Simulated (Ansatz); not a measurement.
CoTaS₂ in space group P-3m1 (No. 164; S on 2d, Ta on 1a, Co on 1b) at seven volumes, plane-wave PAW PBE+D3(BJ) (Ansatz code), shape and atoms relaxed at each. One row is withheld.

| V (Å³/atom) | P (GPa) |
|---|---|
| 12.283 | 22.73 |
| 12.688 | 13.81 |
| 13.092 | 6.31 |
| 13.497 | 0.01 |
| 13.902 | -5.28 |
| 14.307 | -9.71 |
| 14.712 | ? |

Question: Fit the shown pressures and predict the withheld one.

Answer: P = (3/2)B₀(x^(7/2) − x^(5/2))[1 + (3/4)(B′ − 4)(x − 1)] with x = (V₀/V)^(2/3). Least squares on the six rows gives V₀ = 13.498 Å³/atom, B₀ = 192 GPa, B′ = 4.81. At V = 14.712, x = 0.9442 and P = -13.45 GPa. The run itself gave -13.39 GPa.

The cell is a constructed one: a structure type filled with these elements; neither database checked (COD, Materials Project) lists it. Its standing as an ambient phase is unchecked. Symmetry was held in the PBE+D3(BJ) relaxation; of distortions, only those at the zone centre were tested. The workflow began spin-polarised and lost its moments. Spin–orbit coupling is left out wherever it is not named.

Potentials: the later of the program's two PAW sets.
